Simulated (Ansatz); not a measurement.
## Ag: settings compared (Ansatz)

Launch command:

```bash
ansatz run input.yaml --threads 1 --pin off --max-ram 2560MiB --backend cpu --events-out ev --progress --plain --runs-dir out
```

input.yaml:

```yaml
crystal:
  lattice:
    - [0.0, 2.034265, 2.034265]
    - [2.034265, 0.0, 2.034265]
    - [2.034265, 2.034265, 0.0]
  atoms:
    - { symbol: Ag, position: [0.0, 0.0, 0.0] }
  symmetry: { tolerance: 0.0003 }
kpoints:
  mp_grid: { grid: [8, 8, 8], shift: [0, 0, 0] }
magnetization:
  spin_polarized: false
scf:
  occupations: { method: fermi_dirac }
hamiltonian:
  pseudopotentials: { kind: paw }
  xc: pbesol
basis:
  ecutwfc: 420
output:
  forces: true
  stress: true
  eigenvalues: true
```

Origin of the cell: a database entry, scaled a little.

The smearing width isn't typed, so it takes its default of 0.1 eV.

Output of this run (shortened):

```
Pseudopotentials: kind: paw
Pseudopotential: Ag, paw, valence charge 19, recommended cutoff 420 eV (normal), Ag.paw.azcp
Functional definition: PBEsol
  exchange = pbesol_x
  correlation = pbesol_c
Crystal: 1 atoms, lattice volume = 16.837 Å³
Basis set: ecut = 420 eV, 331 PW (Γ), exchange–correlation on 40×40×40 points (8 copies of the dense FFT grid, shifted against one another)
Bands: 14, of which v1, the nominal top of the filled ones, is band 10 counted from 1 (9 counted from 0)
Symmetry: 48 space group operations
Space group: Fm-3m (ITA 225), of the structure as read, at distance tolerance 7.7e-4 Å
k-points: 29 of 512
Initial density: superposition of atomic densities (neutral atoms: chi_scale 0, normalization atom), corrected by the library's trained network
Functional: x = pbesol(κ = 0.804, μ = 0.123457), c = pbesol(β = 0.046)
SCF iter   1: F=—  HF=-7522.226522 eV  Δρ=9.55e-3  dr2=1.41e-2
SCF iter   2: F=—  HF=-7522.223103 eV  Δρ=4.75e-3  dr2=2.61e-3  defer=4
SCF iter   3: F=—  HF=-7522.222279 eV  Δρ=8.70e-4  dr2=3.09e-5  defer=4
SCF iter   4: F=—  HF=-7522.222273 eV  Δρ=5.39e-5  dr2=2.07e-7  defer=4
SCF iter   5: F=-7522.222273 eV  HF=-7522.222273 eV  Δρ=8.61e-6  dr2=2.90e-9  defer=4
SCF iter   6: F=-7522.222273 eV  HF=-7522.222273 eV  Δρ=3.91e-7  dr2=7.46e-12
SCF 1 converged in 6 iterations: F = -7522.222273 eV  dr2 = 7.46e-12
SCF converged after 6 iterations
Free energy (F): -7522.222273 eV
Harris-Foulkes:  -7522.222273 eV  (|F-HF|=8.19e-12)
Internal energy: -7522.209811 eV  (E = F + TS)
E sigma→0 (E₀):  -7522.216042 eV
Entropy (-TS):   -0.012463 eV (-12.463 meV/atom)
Fermi energy:    17.353675 eV
--- Per-component energies (eV) ---
  E_band       = -231.708412
  E_kinetic    = 527.387259
  E_local      = -2174.334967  (includes V_loc(G=0)·N_el)
  E_nonlocal   = 82.498016
  E_hartree    = 989.149323
  E_xc         = -183.755709
  E_vxc        = -234.466127  (∫ρ·V_xc dr)
  E_paw        = -3834.487652  (= ΣΔE_a)
  E_vpaw       = -411.091574  (= ΣTr[D̂ρ^β])
  E_aug_tail   = 0.000302  (compensation charges beyond the density's cutoff)
  E_ewald      = -2928.989122
  E_core_change = 0.322739  (= ΣΔE_core)
  E_smearing   = -0.012463  (= −TS)
  Σ components = -7522.222273   (vs F -7522.222273, Δ=0.00e0)
--- Forces (eV/Å), atoms counted from 1 ---
  atom   1  Ag     0.000000     0.000000    -0.000000
  max |Σ_I F_I| component: 0.0 eV/Å
--- Stress (GPa, compression-positive) ---
       -0.626001       0.000000       0.000000
       -0.000000      -0.626001       0.000000
        0.000000       0.000000      -0.626001
  P = ⅓ Tr σ = -0.6260 GPa (-6.260 kbar)
```

The same input was run again with these changes:

1. `basis.ecutrho_ratio` default → 8; `scf.mixing.preconditioner` default → ldos
2. `scf.lower_state_search` default → standard
3. `scf.occupations.method` fermi_dirac → gaussian; `scf.occupations.width` default → 0.2
4. `hamiltonian.hubbard` default → { sites: [{ species: Ag, l: d, u_eff: 6.0 }], double_counting: fll }

```
 run        end  SCF iterations  P (GPa)  max force component (eV/Å)  gap on mesh (eV)  moment (μB)  ΔE(σ→0) (meV/atom)
base  converged               6    -0.63                       0.000              none            –                   0
   1  converged               6    -0.63                       0.000              none            –                0.00
   2  converged               6    -0.63                       0.000              none            –                0.00
   3  converged               6    -0.62                       0.000                 –            –               -0.22
   4  converged               6     2.60                       0.000              none            –                   –
```

Energies are compared only where functional, datasets, charge and starting cell are the same.

Caveats of the base run: no moments, though an odd count or open d shells may carry them; the k mesh is coarse if the cell is a metal.

Run 3: wide smearing.

The base run ran for 0.51 s on 1 thread of Arm Neoverse V2 (shared host), peak memory 0.25 GiB, from the program's own first density.
